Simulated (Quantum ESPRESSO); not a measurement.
Mg$_{2}$ZnO$_{3}$ is modelled in the trigonal space group P-3m1 (No. 164), Pearson symbol hP6. Lattice parameters: a = 3.033 Å, b = 3.033 Å, c = 7.403 Å, α = 90.00°, β = 90.00°, γ = 120.00°. O1 on 2d has 3 Mg at 2.121 Å and 3 Zn at 2.168 Å (octahedral). O2 on 1b has 6 Mg at 2.138 Å (octahedral). Mg on 2d sees 6 O at 2.121–2.138 Å (octahedral). Zn on 1a is coordinated by 6 O at 2.168 Å (octahedral). (Neighbours: up to the widest gap in distance over summed covalent radii, below 1.35, at either atom; cation-cation contacts left out.)

The geometry is that of Materials Project entry mp-1222123, symmetrised and not relaxed again.

Task: What does LDA (pw.x of Quantum ESPRESSO, ONCV potentials, without SOC) give for the electronic structure near the Fermi level?

Result: The LDA gap is indirect, 2.87 eV, from A to Γ; the smallest direct gap is 2.96 eV. 

The structure is a Materials Project entry; no match was found in the copy of COD used, and its stability was not checked.
